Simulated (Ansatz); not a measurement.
HfGeS:
```xyz
6
Lattice="3.6211 0.0000 0.0000 0.0000 3.6211 0.0000 0.0000 0.0000 7.9471" Properties=species:S:1:pos:R:3 pbc="T T T"
Hf     0.0000     1.8105     5.7729
Hf     1.8105     0.0000     2.1742
Ge     1.8105     1.8105     0.0000
Ge     0.0000     0.0000     0.0000
S      0.0000     1.8105     3.0198
S      1.8105     0.0000     4.9273
```

Relaxed with r²SCAN. Special points in fractions of this cell's reciprocal vectors: Γ (0.000, 0.000, 0.000); X (0.000, 0.500, 0.000); M (0.500, 0.500, 0.000); Z (0.000, 0.000, 0.500); R (0.000, 0.500, 0.500); A (0.500, 0.500, 0.500).

Problem. List the band energies nearest the Fermi level at these points for DFT-r²SCAN in the program Ansatz with PAW potentials.

Solution. In eV from the Fermi level; about four levels below and three above (degenerate sets whole), none deeper than 8.9 eV; points with the same levels are listed once.

```json
[
 {"k": "Γ", "below": "-2.78 -2.78 -2.46 -1.64 -0.12", "above": "0.62 1.30 1.42 1.42"},
 {"k": "X", "below": "-2.25 -2.25 -0.68 -0.68", "above": "0.69 0.69 1.98 1.98"},
 {"k": "M", "below": "-4.53 -4.53 -2.71 -2.71", "above": "3.00 3.00 3.05 3.05"},
 {"k": "Z", "below": "-3.22 -3.22 -2.78 -2.77 -2.77", "above": "0.45 1.34 1.41"},
 {"k": "R", "below": "-2.35 -2.35 -0.38 -0.38", "above": "0.82 0.82 1.92 1.92"},
 {"k": "A", "below": "-4.27 -4.27 -2.87 -2.87", "above": "1.58 1.58 3.06 3.06"}
]
```

Space group P4/nmm. The first step of the workflow began from a Materials Project structure, measured or hypothetical; the Crystallography Open Database files this formula in space group No. 129, but the cells were not matched. Whether it is the stable phase at ambient conditions was not checked. The r²SCAN relaxation kept the symmetry of its start; its stability against distortions is not shown here. The run is not spin-polarised. Scalar-relativistic: spin–orbit coupling is off unless named, which matters more the heavier the elements.

Potentials: the later of the program's two PAW sets.
